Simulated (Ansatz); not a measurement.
GaRh₃C (anti-perovskite, Pm-3m) at seven volumes, PBE (plane waves, PAW; program Ansatz), scaled uniformly. One row is withheld.

| V (Å³/atom) | P (GPa) |
|---|---|
| 12.008 | 26.23 |
| 12.404 | 15.92 |
| 12.800 | 7.27 |
| 13.196 | 0.01 |
| 13.592 | -6.07 |
| 13.988 | -11.16 |
| 14.384 | ? |

**Question.** Fit the shown pressures and predict the withheld one.

**Answer.** Third-order Birch–Murnaghan: P = (3/2)B₀(x^(7/2) − x^(5/2))[1 + (3/4)(B′ − 4)(x − 1)] with x = (V₀/V)^(2/3). Least squares on the six rows gives V₀ = 13.197 Å³/atom, B₀ = 220.9 GPa, B′ = 4.85. At V = 14.384, x = 0.9442 and P = -15.45 GPa. The run itself gave -15.40 GPa.

The start of the workflow was typed in or built on a structure type; neither database checked (COD, Materials Project) lists it. Whether it is the stable phase at ambient conditions was not checked. Symmetry was held in the PBE relaxation; whether a distortion lowers the energy is not shown. The run is not spin-polarised.

Potentials: the earlier of the program's two PAW sets.
